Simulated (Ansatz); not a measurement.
La2O3:
```cif
data_La2O3
_chemical_formula_sum 'La2 O3'
_space_group_name_H-M_alt 'P 1'
_space_group_IT_number 1
_cell_length_a 3.93533
_cell_length_b 3.93533
_cell_length_c 6.12550
_cell_angle_alpha 90.000
_cell_angle_beta 90.000
_cell_angle_gamma 120.000
loop_
_space_group_symop_operation_xyz
  'x, y, z'
loop_
_atom_site_label
_atom_site_type_symbol
_atom_site_fract_x
_atom_site_fract_y
_atom_site_fract_z
_atom_site_occupancy
La1 La 0.66667 0.33333 0.75389 1
La2 La 0.33333 0.66667 0.24611 1
O1 O 0.66667 0.33333 0.35386 1
O2 O 0.33333 0.66667 0.64614 1
O3 O 0.00000 0.00000 0.00000 1
```

Relaxed with r²SCAN.

Question: Give the optical modes at the zone centre with their infrared and Raman activity from DFPT, r²SCAN (plane waves, PAW; program Ansatz).

Answer: Transverse frequencies, without the LO–TO term; a row sums one degenerate level.

| ω (cm⁻¹) | degeneracy | IR ((D/Å)²/amu) | Raman (Å⁴/amu) | activity | symmetry |
|---|---|---|---|---|---|
| 102 | 2 | 0.00 | 3.0 | Raman | Eg |
| 186 | 2 | 48.49 | 0 | IR | Eu |
| 189 | 1 | 0.00 | 5.2 | Raman | A1g |
| 190 | 1 | 30.56 | 0 | IR | A2u |
| 358 | 2 | 31.42 | 0 | IR | Eu |
| 391 | 2 | 0.00 | 110 | Raman | Eg |
| 392 | 1 | 0.00 | 50 | Raman | A1g |
| 441 | 1 | 2.26 | 0 | IR | A2u |

Question: How high does the top mode go among those that the LO–TO term moves?

Answer: 558 cm⁻¹ for q along x, 558 cm⁻¹ for q along y, 512 cm⁻¹ for q along z.

Space group P-3m1 (La2O3 or Ni2Al3 type). Symmetry was held in the r²SCAN relaxation; of distortions, only those at the zone centre were tested. Spin–orbit coupling is left out wherever it is not named.

Potentials: the earlier of the program's two PAW sets.
